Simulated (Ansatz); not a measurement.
Structures of Sc$_{3}$C: which is lowest?

Plane-wave DFT in Ansatz with scalar-relativistic PAW potentials, cutoff 420 eV, Γ-centred meshes chosen by cell and gap, Gaussian smearing with energies taken to zero width. Every cell was relaxed (cell and atoms) in a run of its own, within the symmetry of its start. Functional: PBE.

Relaxed structures (starts from databases or built by putting these elements on another compound's sites):
A. I4/mmm, 4 atoms in the computed cell, a = 3.809 Å, c = 9.338 Å; sites (symmetry × multiplicity) Sc -4m2 × 4 + 4/mmm × 2, C 4/mmm × 2; start: built
B. Pm-3m, 4 atoms in the computed cell, a = 4.014 Å; sites (symmetry × multiplicity) Sc 4/mm.m × 3, C m-3m × 1; start: built
C. P6_3/mmc, 8 atoms in the computed cell, a = 8.432 Å, c = 3.036 Å; sites (symmetry × multiplicity) Sc mm2 × 6, C -6m2 × 2; start: built

Question: Rank them by energy. Could pressure change the order?

Answer:
| structure | group | E − E(lowest) (meV/atom) | V (Å³/atom) | gap on mesh (eV) |
| --- | --- | --- | --- | --- |
| C | P6_3/mmc | 0.0 | 23.37 | 0.00 |
| A | I4/mmm | 404 | 16.94 | 0.00 |
| B | Pm-3m | 425 | 16.17 | 0.00 |

C is lowest, 404 meV/atom under A. B is denser by 7.20 Å³/atom, so pressure favours it: ΔE/ΔV, with ΔE in eV and 1 eV/Å³ = 160.2 GPa, gives about 9 GPa for equal enthalpy if both cells were rigid, a rough figure since the two compress differently. Other structures may lie lower than all of these, and vibrations aren't counted.